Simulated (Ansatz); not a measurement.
# TaN: from a starting cell to a relaxed one

The start is a relaxed TaN cell, doubled along one cell vector, shaken by Gaussian noise of σ = 0.08 Å a coordinate. Cell shape, volume and atoms are optimised at zero target pressure with PBE (plane waves to 420 eV, PAW, scalar-relativistic; Ansatz, a quantum-chemistry and plane-wave program). The first steps use a coarse 8×4×4 k-mesh.

The start:
```
TaN
1.0
    3.04938     0.00000     0.00000
    0.00000     6.09877     0.00000
    0.00000     0.00000     5.71775
N Ta
4 4
Direct
  0.03241   0.23507   0.51086
  0.02611   0.74424   0.50301
  0.54108   0.03704   0.01673
  0.46138   0.50832   0.98894
  0.00591   0.99120   0.75196
  0.00735   0.50277   0.72717
  0.97919   0.99571   0.27648
  0.00749   0.49932   0.26371
```

| Quantity | Result |
|---|---|
| Initial pressure | +5 GPa (positive: the cell is compressed) |
| Largest initial force | about 4.6 eV/Å, on Ta6 (atoms numbered as listed) |
| Energy released | 0.17 eV/atom |
| Relative to the parent | It returns to the parent structure, P4₂/mmc (No. 131) |
| Shortest distances (start → end) | The closest pairs of elements (up to four, under 3.6 Å), start → end: N–Ta 1.95 → 2.09 Å; Ta–Ta 2.65 → 2.86 Å; N–N 2.89 → 3.05 Å |
| Band gap at the end | zero (metallic) |
| Optimiser moves | 8 |

It ends as:

Space group P4₂/mmc (No. 131); a = b = 3.049 Å, c = 5.718 Å, α = β = γ = 90.00°

```csv
atom,site,symmetry,x,y,z
N,2c,mmm.,0.0000,0.5000,0.0000
Ta,2e,-4m2,0.0000,0.0000,0.2500
```

Final values are on a 15×15×8 k-mesh of the relaxed cell. No spin polarisation in the result.

The relaxed structure here is a generated cell of TaN: the first start was made by a random draw of sites in a space group, and the end was not matched to a known phase here, so it may be hypothetical. Known forms of TaN include space group No. 225.
